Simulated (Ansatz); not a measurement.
Nb3Sn:
```
Nb3Sn
1.0
    0.00000     3.35459     3.35459
    3.35459     0.00000     3.35459
    3.35459     3.35459     0.00000
Sn Nb
1 3
Direct
  0.00000   0.00000   0.00000
  0.50000   0.50000   0.50000
  0.25000   0.25000   0.25000
  0.75000   0.75000   0.75000
```

Relaxed with PBE. Special points in fractions of this cell's reciprocal vectors: Γ (0.000, 0.000, 0.000); X (0.500, 0.000, 0.500); U (0.625, 0.250, 0.625); K (0.375, 0.375, 0.750); L (0.500, 0.500, 0.500); W (0.500, 0.250, 0.750).

Problem. List the band energies nearest the Fermi level at these points for PBE with spin–orbit coupling (plane waves, PAW; program Ansatz).

Solution. In eV from the Fermi level; about four levels below and three above (degenerate sets whole), none deeper than 8.9 eV; points with the same levels are listed once.

| k | below | above |
|---|---|---|
| Γ | -0.79 -0.79 -0.79 -0.79 | 1.44 1.44 2.22 2.22 2.22 2.22 |
| X | -1.34 -1.34 -1.33 -1.33 | 0.30 0.30 0.63 0.63 |
| U | -1.00 -1.00 -0.66 -0.66 | 0.17 0.17 0.24 0.24 |
| L | -0.71 -0.71 -0.68 -0.68 | 0.15 0.15 0.31 0.31 |
| W | -0.32 -0.32 -0.27 -0.27 | 0.32 0.32 1.14 1.14 |

Space group Fm-3m. The cell is a constructed one: a structure type filled with these elements; neither database checked (COD, Materials Project) lists it. It is not the phase usual at ambient conditions (space group No. 223). The PBE relaxation kept the symmetry of its start; its stability against distortions is not shown here. The run is not spin-polarised.

Potentials: the later of the program's two PAW sets.
